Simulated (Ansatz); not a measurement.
# Polymorphs of MgTe2

10 relaxations of MgTe2 ended in 10 distinct structures. Level of theory: r2SCAN (plane waves to 500 eV, PAW, scalar-relativistic; Ansatz, an electronic-structure program).

| # | space group | Pearson | type | E − E(lowest) (eV/atom) | V (Å³/atom) | gap (eV, no SOC) | runs ending here |
|---|---|---|---|---|---|---|---|
| 1 | Pa-3 | cP12 | AFLOW prototype AB2_cP12_205_a_c (C2, as in FeS2) | 0.000 | 29.64 | 1.41 | 1 |
| 2 | Pnnm | oP6 | AFLOW prototype AB2_oP6_58_a_g (C18, as in FeS2) | 0.040 | 30.54 | 1.05 | 1 |
| 3 | P-1 (nearly C2/m) | aP6 | – | 0.130 | 34.05 | 1.09 | 1 |
| 4 | P2 | mP12 | – | 0.210 | 34.69 | 0.45 | 1 |
| 5 | C2/m | mS6 | – | 0.23 | 30.01 | 0.00 | 1 |
| 6 | I4₁/amd | tI12 | – | 0.28 | 27.88 | 0.00 | 1 |
| 7 | P4₂/nmc | tP6 | – | 0.31 | 30.62 | 0.00 | 1 |
| 8 | Fd-3m | cF48 | AFLOW prototype AB2_cF48_227_c_e (as in Ti2C) | 0.45 | 28.76 | 0.00 | 1 |
| 9 | R-3m | hR6 | – | 0.59 | 45.09 | 0.00 | 1 |
| 10 | P6/mmm | hP3 | – | 0.77 | 35.91 | 0.00 | 1 |

Pa-3, cP12, AFLOW prototype AB2_cP12_205_a_c (C2, as in FeS2) is the lowest among the structures calculated here.

MgTe$_{2}$ is modelled in the cubic space group Pa-3 (No. 205), Pearson symbol cP12. Conventional cell: a = b = c = 7.0852 Å, α = β = γ = 90.00°. Mg on 4a sees 6 Te at 2.968 Å (octahedral). Te on 8c is surrounded by 1 Te at 2.763 Å and 3 Mg at 2.968 Å (tetrahedral). (Neighbours: up to the widest gap in distance over summed covalent radii, below 1.35, at either atom; cation-cation and far metal-metal contacts left out.)

Probably no minimum, since a slightly shaken restart fell lower: C2/m, mS6 (by 0.10 eV/atom, to P-1). Each run could gain symmetry but not lose that of its start, so entries can be saddle points. From databases, or of a type measured for this composition: Pa-3, cP12, AFLOW prototype AB2_cP12_205_a_c (C2, as in FeS2); the others are generated cells (placed on structure types, drawn at random, substituted or restacked) that were not matched to a known phase here. Static energies at zero pressure. The runs use different k-meshes, so differences are rounded accordingly. No spin polarisation in the result. Without spin-orbit coupling the bands of the heavy element are not split, so the gap can be far off. Gaps of cells over 8 atoms come from the SCF mesh and high-symmetry points alone.
